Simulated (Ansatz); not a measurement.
Method: DFT PBE, scalar-relativistic, plane waves, PAW (Ansatz 0.2.0). Cutoff 420 eV, Γ-centred meshes of about 0.25 Å⁻¹ or finer for metals and 0.3 Å⁻¹ for insulators (2π included), Gaussian smearing. No spin polarisation.

Relaxed forms of LaTa2GeN3:

Cell 1.

Space group P4mm (No. 99). a = 4.001 Å, b = 4.001 Å, c = 7.263 Å, α = 90.00°, β = 90.00°, γ = 90.00°
| atom | site | symmetry | x | y | z |
| --- | --- | --- | --- | --- | --- |
| La | 1b | 4mm | 0.5000 | 0.5000 | 0.0412 |
| Ta | 1b | 4mm | 0.5000 | 0.5000 | 0.6088 |
| Ta | 1a | 4mm | 0.0000 | 0.0000 | 0.7246 |
| Ge | 1a | 4mm | 0.0000 | 0.0000 | 0.3727 |
| N | 2c | 2mm. | 0.5000 | 0.0000 | 0.7950 |
| N | 1b | 4mm | 0.5000 | 0.5000 | 0.3522 |

Cell 2.

Space group P1 (No. 1). a = 5.307 Å, b = 5.728 Å, c = 6.207 Å, α = 114.04°, β = 94.73°, γ = 113.56°
```csv
atom,site,symmetry,x,y,z
La,1a,1,0.5993,0.0798,0.5281
Ta,1a,1,0.7084,0.4690,0.2029
Ta,1a,1,0.9763,0.0037,0.0282
Ge,1a,1,0.0493,0.6985,0.6248
N,1a,1,0.3641,0.2173,0.2439
N,1a,1,0.8432,0.2427,0.9599
N,1a,1,0.7094,0.7890,0.1622
```

Task: How do gap and energy differ between these forms?

Result: Gaps on the mesh: 0.56 eV for cell 2, none for cell 1. Lowest in energy is cell 2; cell 1 lies 118 meV/atom higher. The lowest form also has the widest gap. Counting Ge or N atoms around La and Ta (for each partner element, those within 1.25 times its shortest distance or 1.15 times the sum of covalent radii, where it is the nearest in units of that sum or under 1.3; a plus sign parts groups by distance over the sum of covalent radii; a slash parts the counts of unlike sites): cell 1 (P4mm, 16.6 Å³/atom) has La 1+4+4, Ta 5/1+4+4; cell 2 (P1, 21.6 Å³/atom) has La 5, Ta 4.

Gaps are read on each cell's k mesh and can be smaller between its points; Kohn–Sham gaps at this level usually fall short of measured ones, and a small gap can close altogether. Spin–orbit coupling, which can matter for Ta, is left out. Trial moments fell under 0.15 μB along the way in P4mm; another start might hold them. With atoms moved at random, cell 2 came back. Cell 1 had no clear such test and can be a saddle point. Some types were kept out of the candidates beforehand, so the set may lack a known form.
